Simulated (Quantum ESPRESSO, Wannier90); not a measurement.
## C (C2/m), plane waves to Wannier functions

Cell from Materials Project (mp-169), symmetrised, no further relaxation. Not found in the COD (Crystallography Open Database) copy used, which has the formula in other groups; not checked further. The atoms lie within 0.1 Å of the higher space group R-3m. Computed values, not measurements, from PBEsol: Quantum ESPRESSO (norm-conserving PseudoDojo potentials, cutoff 66 Ry, no spin polarisation, no spin-orbit coupling) on a Γ-centred 12×12×8 mesh, then Wannier90. Density: 14×14×10 mesh, cold smearing 0.01 Ry. The cell is built of weakly bound layers, chains or molecules, whose nearest atoms lie 3.50 Å apart. Database cells relaxed without dispersion often hold them too far apart, which can enlarge gaps and weakens couplings between them; spacing and stacking were not compared with the measured crystal. The gap is small at this level and was sampled on the meshes and a path alone.

Input w.win:

```
num_bands = 15
num_wann = 8
num_iter = 0
conv_tol = 1.0e-6
conv_window = 4
dis_num_iter = 1000
dis_conv_tol = 1.0e-6
dis_froz_max = 8.15
write_hr = true
write_u_matrices = true
begin projections
C: s;p
end projections
begin unit_cell_cart
ang
    2.1273200000   -1.2282800000    0.0000000000
    2.1273200000    1.2282800000    0.0000000000
   -1.3790690000    0.0000000000    3.5028350000
end unit_cell_cart
begin atoms_frac
C   -0.1666400000 -0.1666400000  0.0000900000
C    0.1666400000  0.1666400000 -0.0000900000
end atoms_frac
mp_grid = 12 12 8
begin kpoints
0.0000000000 0.0000000000 0.0000000000
0.0000000000 0.0000000000 0.1250000000
0.0000000000 0.0000000000 0.2500000000
... (1149 more lines: the 12x12x8 mesh through Gamma)
end kpoints
```

On the energy scale of pw.x, whose zero is arbitrary, the valence-band maximum lies at 6.45 eV. Lines of w_hr.dat (R1 R2 R3 m n Re Im, eV) for R = 0 and one of the shortest lattice vectors, rounded to 0.01 eV, lines under 0.02 eV left out; orbitals in order: C1 s, C1 pz, C1 px, C1 py, C2 s, C2 pz, C2 px, C2 py.

```
    0    0    0    1    1     7.20     0.00
    0    0    0    5    1    -4.85     0.00
    0    0    0    7    1     6.67     0.00
    0    0    0    2    2     7.00     0.00
    0    0    0    6    2    -3.01     0.00
    0    0    0    3    3     9.47     0.00
    0    0    0    5    3    -6.67     0.00
    0    0    0    7    3     7.16     0.00
    0    0    0    4    4     9.47     0.00
    0    0    0    8    4    -3.59     0.00
    0    0    0    1    5    -4.85     0.00
    0    0    0    3    5    -6.67     0.00
    0    0    0    5    5     7.20     0.00
    0    0    0    2    6    -3.01     0.00
    0    0    0    6    6     7.00     0.00
    0    0    0    1    7     6.67     0.00
    0    0    0    3    7     7.16     0.00
    0    0    0    7    7     9.47     0.00
    0    0    0    4    8    -3.59     0.00
    0    0    0    8    8     9.47     0.00
   -1    0    0    1    1    -0.59     0.00
   -1    0    0    3    1    -0.10     0.00
   -1    0    0    4    1    -1.07     0.00
   -1    0    0    5    1     0.06     0.00
   -1    0    0    7    1     0.04     0.00
   -1    0    0    8    1    -0.07     0.00
   -1    0    0    2    2     0.23     0.00
   -1    0    0    6    2     0.03     0.00
   -1    0    0    1    3    -0.88     0.00
   -1    0    0    3    3     0.31     0.00
   -1    0    0    4    3    -1.45     0.00
   -1    0    0    5    3    -0.04     0.00
   -1    0    0    7    3     0.10     0.00
   -1    0    0    8    3    -0.04     0.00
   -1    0    0    1    4    -0.62     0.00
   -1    0    0    3    4    -0.14     0.00
   -1    0    0    4    4    -0.60     0.00
   -1    0    0    5    4     0.07     0.00
   -1    0    0    7    4    -0.04     0.00
   -1    0    0    8    4     0.09     0.00
   -1    0    0    1    5    -4.85     0.00
   -1    0    0    3    5     3.34     0.00
   -1    0    0    4    5    -5.78     0.00
   -1    0    0    5    5    -0.59     0.00
   -1    0    0    7    5     0.88     0.00
   -1    0    0    8    5     0.62     0.00
   -1    0    0    2    6    -3.01     0.00
   -1    0    0    6    6     0.23     0.00
   -1    0    0    1    7    -3.34     0.00
   -1    0    0    3    7    -0.90     0.00
   -1    0    0    4    7    -4.65     0.00
   -1    0    0    5    7     0.10     0.00
   -1    0    0    7    7     0.31     0.00
   -1    0    0    8    7    -0.14     0.00
   -1    0    0    1    8     5.78     0.00
   -1    0    0    3    8    -4.65     0.00
   -1    0    0    4    8     4.48     0.00
   -1    0    0    5    8     1.07     0.00
   -1    0    0    7    8    -1.45     0.00
   -1    0    0    8    8    -0.60     0.00
```
